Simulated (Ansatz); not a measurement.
**Structure relaxation, NiCl2**

The start is a randomly generated symmetric cell of NiCl2 (space group No. 191). The structure is fully relaxed (lattice and positions, P = 0) with PBE (plane waves to 420 eV, PAW, scalar-relativistic; Ansatz, a quantum-chemistry and plane-wave program). The first steps use a coarse 8×8×2 k-mesh.

Initial structure:
```
CELL_PARAMETERS angstrom
      3.46345     0.00000     0.00000
     -1.73173     2.99944     0.00000
      0.00000     0.00000    13.03366
ATOMIC_POSITIONS crystal
  Cl 0.00000 0.00000 0.88466
  Cl 0.00000 0.00000 0.11534
  Cl 0.00000 0.00000 0.57630
  Cl 0.00000 0.00000 0.42370
  Ni 0.33333 0.66667 0.50000
  Ni 0.66667 0.33333 0.50000
```
Spin-polarised start, with parallel moments on Ni.

* **Largest initial force**: about 14.8 eV/Å, on Cl3, Cl4 (atoms numbered as listed)
* **Outcome**: The space group stays P6/mmm (No. 191) (the run could not lower it), with 6 atoms in the primitive magnetic cell
* **Shortest distances (start → end)**: The closest pairs of elements (up to four, under 3.6 Å), start → end: Cl–Cl 1.99 → 2.01 Å; Ni–Ni 2.00 → 2.24 Å; Cl–Ni 2.23 → 2.74 Å
* **Band gap at the end**: zero, with touching bands (no spin-orbit coupling)
* **Moments at the end**: net 0.33 μB/atom, ferromagnetic
* **Optimiser moves**: 15

Final structure:

```cif
data_Cl4Ni2
_chemical_formula_sum 'Cl4 Ni2'
_space_group_name_H-M_alt 'P6/mmm'
_space_group_IT_number 191
_space_group_name_Hall '-P 6 2'
_cell_length_a 3.88035
_cell_length_b 3.88035
_cell_length_c 11.88632
_cell_angle_alpha 90.000
_cell_angle_beta 90.000
_cell_angle_gamma 120.000
loop_
_atom_site_label
_atom_site_type_symbol
_atom_site_symmetry_multiplicity
_atom_site_Wyckoff_symbol
_atom_site_fract_x
_atom_site_fract_y
_atom_site_fract_z
_atom_site_occupancy
Cl1 Cl 2 e 0.00000 0.00000 0.08450 1
Cl2 Cl 2 e 0.00000 0.00000 0.36753 1
Ni1 Ni 2 d 0.33333 0.66667 0.50000 1
```

Final values are on a 14×14×4 k-mesh of the relaxed cell. The relaxed cell holds bonded Cl–Cl pairs (2.01 Å). Spin state reached: ferromagnetic (net 0.33 μB/atom), from parallel starting moments; other spin orders were not run from this start. The d or f electrons are treated with no Hubbard U. A magnetic insulating state can be missed without it.

The run could not lower the symmetry of its start; a shaken copy of this end point relaxes with PBE to P1 (No. 1) at a tolerance of 0.01 Å, P2₁ (No. 4) at 0.1 Å, 0.32 eV/atom lower.

The relaxed structure here is a generated cell of NiCl2: the first start was made by a random draw of sites in a space group, and the end was not matched to a known phase here, so it may be hypothetical.
